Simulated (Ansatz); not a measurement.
BaTiO₃:
```xyz
5
Lattice="3.9769 0.0000 0.0000 0.0000 3.9769 0.0000 0.0000 0.0000 3.9769" Properties=species:S:1:pos:R:3 pbc="T T T"
Ba     1.9885     1.9885     1.9885
Ti     0.0000     0.0000     0.0000
O      1.9885     0.0000     0.0000
O      0.0000     1.9885     0.0000
O      0.0000     0.0000     1.9885
```

Relaxed with HSE06.

Q: Give the Bader charges and basin volumes of the independent atoms, HSE06 (plane waves, PAW; program Ansatz).

A: 

```csv
atom,Bader charge (e),Bader volume (Å³)
Ba1,+1.59,19.8
Ti2,+2.40,6.8
O3,-1.33,12.1
```

Space group Pm-3m (cubic perovskite). This is a known high-temperature phase of the composition, computed here at zero pressure and temperature. Symmetry was held in the HSE06 relaxation; whether a distortion lowers the energy is not shown. No spin polarisation was allowed. Spin–orbit coupling is left out wherever it is not named.

Potentials: the earlier of the program's two PAW sets.
